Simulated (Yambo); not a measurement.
Absorption of Sr2OsH6 (space group Fm-3m, No. 225) with and without the electron-hole interaction (Yambo, LDA bands; 6×6×6 mesh, 6 valence and 6 conduction bands, static screening with 61 bands and a 3 Ry block, scissor 1.30 eV, Tamm-Dancoff; field along x).

```csv
E (eV),"Im ε, BSE","Im ε, independent quasiparticles"
1.96,0.07,0.04
2.06,0.07,0.05
2.16,0.08,0.05
2.26,0.08,0.05
2.36,0.09,0.05
2.46,0.10,0.06
2.56,0.11,0.06
2.67,0.12,0.06
2.77,0.13,0.07
2.87,0.14,0.07
2.97,0.16,0.08
3.07,0.18,0.08
3.17,0.21,0.09
3.27,0.24,0.10
3.37,0.30,0.11
3.47,0.39,0.12
3.57,0.49,0.14
3.67,0.61,0.16
3.77,0.85,0.19
3.87,1.29,0.23
3.97,1.85,0.28
4.07,2.41,0.35
4.17,2.55,0.48
4.27,2.04,0.61
4.38,1.78,0.64
4.48,1.72,0.73
4.58,1.90,0.92
4.68,2.51,1.19
4.78,3.78,1.44
4.88,4.71,1.69
4.98,5.21,1.78
5.08,5.70,1.95
5.18,5.22,2.01
5.28,5.24,2.21
5.38,5.76,2.88
5.48,6.24,3.37
5.58,6.37,3.31
5.68,6.87,3.32
5.78,7.27,3.72
5.88,6.88,4.09
5.98,5.50,4.26
6.09,5.39,4.53
6.19,5.32,4.88
6.29,5.07,5.28
6.39,4.64,5.35
6.49,4.49,5.45
6.59,3.92,6.32
6.69,3.62,6.73
6.79,3.68,6.98
6.89,3.70,7.18
6.99,3.37,6.34
7.09,3.38,5.42
7.19,3.07,4.89
7.29,2.93,4.54
```

The scissor comes from a G0W0 run whose convergence isn't established. Broadening 0.15 eV. The band window holds all transitions up to 7.3 eV. Fine structure above the onset can come from the mesh.

Spin-orbit coupling is left out, which matters for elements this heavy: edges can move by tenths of an eV.

Geometry of the Materials Project entry, not relaxed at this level; primitive cell a = 5.3914 Å, b = 5.3914 Å, c = 5.3914 Å, α = 60.00°, β = 60.00°, γ = 60.00°.

The structure is a Materials Project entry; no match was found in the copy of COD used, and its stability was not checked.
